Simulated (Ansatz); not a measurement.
All numbers below come from DFT PBE, scalar-relativistic, plane waves, PAW, and for the lanthanide a 4f-in-core norm-conserving potential (Ansatz 0.2.0). All cells share a 690 eV cutoff and Γ-centred k meshes spaced about 0.3 Å⁻¹ or finer (0.25 for metals, 2π included). No spin polarisation in the final relaxations.

Temperature and zero-point effects are left out. All come from trial cells, and lower structures may exist.

Question: Order these relaxed structures of Ho2O by energy, lowest first, with the energy over the lowest of them.
A.

Space group P6_3mc (No. 186). a = 3.639 Å, b = 3.639 Å, c = 12.133 Å, α = 90.00°, β = 90.00°, γ = 120.00°
```json
{"atom": "Ho", "site": "2a", "symmetry": "3m.", "x": "0.0000", "y": "0.0000", "z": "0.4443"}
{"atom": "Ho", "site": "2b", "symmetry": "3m.", "x": "0.3333", "y": "0.6667", "z": "0.6875"}
{"atom": "O", "site": "2a", "symmetry": "3m.", "x": "0.0000", "y": "0.0000", "z": "0.1285"}
```

B.

Space group P4_2/nmc:1 (No. 137). a = 3.710 Å, b = 3.710 Å, c = 10.446 Å, α = 90.00°, β = 90.00°, γ = 90.00°
```
atom  site  symmetry       x       y       z
  Ho    4d      2mm. 0.5000  0.0000  0.1142
   O    2b      -4m2  0.0000  0.0000  0.5000
```

C.

Space group P4/mmm (No. 123). a = 3.508 Å, b = 3.508 Å, c = 4.633 Å, α = 90.00°, β = 90.00°, γ = 90.00°
```csv
atom,site,symmetry,x,y,z
Ho,1c,4/mmm,0.5000,0.5000,0.0000
Ho,1b,4/mmm,0.0000,0.0000,0.5000
O,1a,4/mmm,0.0000,0.0000,0.0000
```

D.

Space group P6_3/mmc (No. 194). a = 3.745 Å, b = 3.745 Å, c = 11.123 Å, α = 90.00°, β = 90.00°, γ = 120.00°
```json
{"atom": "Ho", "site": "2d", "symmetry": "-6m2", "x": "0.6667", "y": "0.3333", "z": "0.2500"}
{"atom": "Ho", "site": "2a", "symmetry": "-3m.", "x": "0.0000", "y": "0.0000", "z": "0.0000"}
{"atom": "O", "site": "2b", "symmetry": "-6m2", "x": "0.0000", "y": "0.0000", "z": "0.2500"}
```

Answer: B (0 meV/atom), A (35 meV/atom), D (76 meV/atom), C (95 meV/atom). Forms: B P4_2/nmc; A P6_3mc; D P6_3/mmc; C P4/mmm. Counting O atoms around Ho (those within 1.25 times the shortest such distance or 1.15 times the sum of covalent radii, 1.27 where that leaves under three; a slash parts the counts of unlike sites): B has Ho 2; A has Ho 1/3; D has Ho 2/3; C has Ho 2/4.

With atoms moved at random, P4_2/nmc came back. Without a clear test, and held by symmetry: P6_3mc, P6_3/mmc and P4/mmm. Some structure types and database cells were kept out of the candidates from the start, so a known form may be missing.

The lanthanide is trivalent by construction, without f bands, f moments or other valences.
